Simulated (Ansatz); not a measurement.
input.yaml (Ansatz)

```yaml
crystal:
  lattice:
    - [2.5657824947, 0.0, 0.0]
    - [0.0, 2.5657824947, 0.0]
    - [0.0, 0.0, 2.5657824947]
  atoms:
    - { symbol: Rh, position: [0.0, 0.0, 0.0] }
hamiltonian:
  xc: pbesol
  pseudopotentials:
    kind: paw
    azcp:
      Rh: "pseudopotentials/Rh.paw.azcp"
basis:
  ecutwfc: 420
  fft_grid_basis: typed
kpoints:
  mp_grid: { grid: [14, 14, 14], shift: [0, 0, 0] }
magnetization:
  spin_polarized: false
scf:
  occupations: { method: fermi_dirac, width: 0.1 }
  lower_state_search: "off"
output:
  stress: true
```

Terminal output

```
Warning: the record states the generating functional pbe (its physics header spells it `PBE`), which answers neither for hamiltonian.xc's functional nor for the pbesol family's — results may be inconsistent (PPs are generated against a specific XC)
Engine: ansatz 0.2.0, aarch64-unknown-linux-gnu
Pseudopotentials: kind: paw
Pseudopotential: Rh, paw, valence charge 17, recommended cutoff 420 eV (normal) 
Functional definition: PBEsol
  exchange = pbesol_x
  correlation = pbesol_c
Crystal: 1 atoms, lattice volume = 16.891 Å³
Basis set: ecut = 420 eV, 341 PW (Γ)
Bands: 13, of which v1, the nominal top of the filled ones, is band 9 counted from 1 (8 counted from 0)
Symmetry: 48 space group operations
Space group: Pm-3m (ITA 221), of the structure as read, at distance tolerance 2.6e-5 Å
k-points: 120 of 2744
Non-local potential: Rh, projectors of the file, l = 0: 3, l = 1: 2, l = 2: 2, l = 3: 1
PAW form: soft (Blöchl's): semilocal exchange-correlation on the pseudo side does not see the compensation charge
PAW frozen core: Rh, regenerated for the run's functional, and the local potential with it (the file was generated under x = pbe(κ = 0.804, μ = 0.2195149727645171), c = pbe(β = 0.06672455060314922))
PAW one-centre angular grid: Rh, 590 points (default); XC on 64 Gauss nodes
Initial density: superposition of atomic densities (neutral atoms: chi_scale 0, normalization atom), corrected by the library's trained network
Initial wavefunctions: pseudopotential atomic-orbital guess
Functional: x = pbesol(κ = 0.804, μ = 0.12345679012345678), c = pbesol(β = 0.046)
SCF iter   1: F=—  HF=-6337.831398 eV  |F-HF|=—  |Δ(HF+E_count)|=         —  Δρ=6.15e-3  dr2=4.80e-3  ethr=1.77e-3  ⟨swp⟩=4.8  Hψ=8303  notcnv=0
SCF iter   2: F=—  HF=-6337.830608 eV  |F-HF|=—  |Δ(HF+E_count)|=   7.89e-4  Δρ=2.06e-3  dr2=3.18e-4  ethr=2.83e-5  ⟨swp⟩=2.2  Hψ=3007  notcnv=0
SCF iter   3: F=—  HF=-6337.830493 eV  |F-HF|=—  |Δ(HF+E_count)|=   1.15e-4  Δρ=7.17e-4  dr2=2.50e-5  ethr=1.87e-6  ⟨swp⟩=2.2  Hψ=2158  notcnv=0
SCF iter   4: F=—  HF=-6337.830488 eV  |F-HF|=—  |Δ(HF+E_count)|=   4.68e-6  Δρ=1.12e-4  dr2=5.00e-7  ethr=1.47e-7  ⟨swp⟩=2.2  Hψ=2599  notcnv=0
iter 5 did not close the SCF: its close was put off for the readings that it lacked (scf_convergence_deferred on its scf_iter line)
SCF iter   5: F=-6337.830488 eV  HF=-6337.830488 eV  |F-HF|=2.02e-9  |Δ(HF+E_count)|=   1.17e-7  Δρ=1.16e-5  dr2=6.75e-9  ethr=2.94e-9  ⟨swp⟩=2.6  Hψ=2427  notcnv=0
SCF iter   6: F=-6337.830488 eV  HF=-6337.830488 eV  |F-HF|=5.28e-11  |Δ(HF+E_count)|=  7.09e-11  Δρ=1.04e-6  dr2=1.07e-10  ethr=3.97e-11  ⟨swp⟩=2.0  Hψ=4783  notcnv=0
SCF 1 converged in 6 iterations: F = -6337.830488 eV  dr2 = 1.07e-10
SCF converged after 6 iterations
Free energy (F): -6337.830488 eV
Harris-Foulkes:  -6337.830488 eV  (|F-HF|=5.28e-11)
Internal energy: -6337.771510 eV  (E = F + TS)
E sigma→0 (E₀):  -6337.800999 eV
Entropy (-TS):   -0.058978 eV (-58.978 meV/atom)
Fermi energy:    17.043972 eV
--- Per-component energies (eV) ---
  E_band       = -166.414979
  E_kinetic    = 571.599494
  E_local      = -1900.115580  (includes V_loc(G=0)·N_el)
  E_nonlocal   = 359.177369
  E_hartree    = 675.895226
  E_xc         = -218.768687
  E_vxc        = -275.511492  (∫ρ·V_xc dr)
  E_paw        = -3524.899653  (= ΣΔE_a)
  E_vpaw       = -273.356633  (= ΣTr[D̂ρ^β])
  E_aug_tail   = 0.000876  (compensation charges beyond the density's cutoff)
  E_ewald      = -2300.936754
  E_core_change = 0.276200  (= ΣΔE_core)
  E_smearing   = -0.058978  (= −TS)
  E_closure    = 0.000000  (closes the sum)
  Σ components = -6337.830488   (vs F -6337.830488, Δ=0.00e0)
--- Stress (GPa, compression-positive) ---
      -13.505578       0.000000       0.000000
        0.000000     -13.505578       0.000000
       -0.000000       0.000000     -13.505578
  P = ⅓ Tr σ = -13.5056 GPa (-135.056 kbar)
```

Command:

```sh
ansatz run input.yaml --threads 2 --pin off --max-ram 5120MiB --backend cpu --events-out ev --progress --plain --runs-dir out
```

On 2 threads of Arm Neoverse V2 (shared host) this took about 0.76 s of wall time and 1.3 s of CPU time.
